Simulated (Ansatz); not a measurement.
Y5Ge4 in space group Pnma (No. 62; Pearson symbol oP36), r²SCAN (plane waves, PAW; program Ansatz), all energies at zero smearing, with the estimated change up to a 700 eV cutoff added, with one set of potentials and settings (totals compare only within such a set). Cell of 36 atoms (20 Y, 16 Ge): -146077.315 eV.

```tsv
element	reference phase	E (eV/atom)
Y	P6_3/mmc, 2 atoms in the cell	-3859.7073
Ge	Fd-3m, 2 atoms in the cell	-4302.9041
```

Formation energy per atom, worked out: (-146077.315 − 20×(-3859.7073) − 16×(-4302.9041))/36 = -1.020 eV/atom (-98 kJ per mol of atoms), at 0 K, without zero-point energy or fitted corrections.

The first step of the workflow began from a Materials Project structure, measured or hypothetical; the Crystallography Open Database files this formula in space group No. 62, but the cells were not matched. Its standing as an ambient phase is unchecked. The cell was relaxed with r²SCAN under the symmetry of its start; its stability against distortions is not shown here. No spin polarisation was allowed. The references are the lowest solids computed at this level, not always the standard phases.

Potentials: the later of the program's two PAW sets.
